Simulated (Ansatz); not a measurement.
BAs:
```
BAs
1.0
    0.00000     2.40466     2.40466
    2.40466     0.00000     2.40466
    2.40466     2.40466     0.00000
B As
1 1
Direct
  0.75000   0.75000   0.75000
  0.00000   0.00000   0.00000
```

PBE (plane waves, PAW; program Ansatz) gives a gap of 1.20 eV without spin–orbit coupling, maximum at Γ, minimum on the Γ–X line, 80 % of the way from Γ.

Task: What happens when spin–orbit coupling is switched on?

Result: The gap falls by 0.06 eV, to 1.14 eV; maximum at Γ, minimum on the Γ–X line, 80 % of the way from Γ.

Task: How large is the spin–orbit splitting of the valence top at Γ?

Result: The fourfold level lies 0.21 eV above the split-off pair.

Space group F-43m (zinc blende). The PBE relaxation kept the symmetry of its start.

Potentials: the earlier of the program's two PAW sets.
